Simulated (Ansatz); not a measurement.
One crystal and one scan (energy over volume and axial ratio) at two levels, r2SCAN (plane waves to 500 eV, PAW, scalar-relativistic; Ansatz, a program for electronic structure) and PBE (plane waves to 420 eV, PAW, scalar-relativistic; Ansatz), each from its own relaxed cell and on its own mesh. The cell shown is that of r2SCAN.

CsPbBr₃ (cubic perovskite)

```xyz
5
Lattice="5.9376 0.0000 0.0000 0.0000 5.9376 0.0000 0.0000 0.0000 5.9376" Properties=species:S:1:pos:R:3 pbc="T T T"
Cs     0.0000     0.0000     0.0000
Pb     2.9688     2.9688     2.9688
Br     0.0000     2.9688     2.9688
Br     2.9688     2.9688     0.0000
Br     2.9688     0.0000     2.9688
```

Grid over V/V₀ and (c/a)/(c/a)₀, subscript 0 meaning the relaxed cell; the conventional c axis lies along z; no internal relaxation.

The energy includes the smearing's −TS. CsPbBr3 was relaxed with its symmetry unable to fall. Spin-orbit coupling is left out, though Pb is heavy. This is a high-temperature form of CsPbBr3. Percentages come from the unrounded values. Both scans cover V/V₀ from 0.960 to 1.040 and (c/a)/(c/a)₀ from 0.960 to 1.040.

Results of r2SCAN:

```
Quantity                                                     Value
-----------------------------------------------------------  -----
Lattice constant a (Å)                                       5.938
Band gap of the relaxed cell, no spin-orbit coupling (eV)     2.03
Shear modulus C′ = (C11 − C12)/2 (fit, atoms clamped) (GPa)     21
```

**Question.** Estimate the PBE values.

**Answer.** 
| quantity | PBE | r2SCAN − PBE |
|---|---|---|
| Lattice constant a (Å) | 6.003 | -0.065 (-1.1 %) |
| Band gap of the relaxed cell, no spin-orbit coupling (eV) | 1.78 | +0.25 (+14 %) |
| Shear modulus C′ = (C11 − C12)/2 (fit, atoms clamped) (GPa) | 18 | +3 |

r2SCAN gives the higher value for: band gap of the relaxed cell, no spin-orbit coupling; shear modulus C′. r2SCAN gives the lower value for: lattice constant a. Neither level is exact: the differences show how much the result hangs on the functional.

(Under strain, the slope of the energy per volume gives the stress and its curvature an elastic modulus.)
